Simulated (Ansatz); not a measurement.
The relaxed structure here is a generated cell of Mo: the first start was made by placing the elements on the sites of a structure type, and the end was not matched to a known phase here, so it may be hypothetical. Known forms of Mo include space group No. 229.

A relaxed cell of Mo (Pm-3m (No. 221)), relaxed on a k-mesh at least as fine as the one used below. All values below come from r2SCAN (plane waves to 500 eV, PAW, scalar-relativistic; Ansatz, a program for electronic structure). Γ-centred k-mesh 12×6×12 on the run's cell (coarser than for final values), Fermi–Dirac smearing 0.05 eV.

```
Mo
1.0
    2.58656     0.00000     0.00000
    0.00000     5.17312     0.00000
    0.00000     0.00000     2.58656
Mo
2
Direct
  0.00000   0.00000   0.00000
  0.00000   0.50000   0.00000
```

The atoms are displaced by (Å):

```csv
atom,ux,uy,uz
Mo1,-0.202,-0.134,-0.066
Mo2,-0.083,0.018,-0.017
```

**Question.** What forces (eV/Å) and pressure result?

**Answer.** 
```
atom     Fx     Fy     Fz
----  -----  -----  -----
Mo1   -0.41   1.70  -0.17
Mo2    0.41  -1.70   0.17
```

Pressure +3.4 GPa.

The undisplaced cell is probably no minimum: from this displacement the run went on to Im-3m (No. 229), 1.22 eV/atom below it.

No spin polarisation in the result.
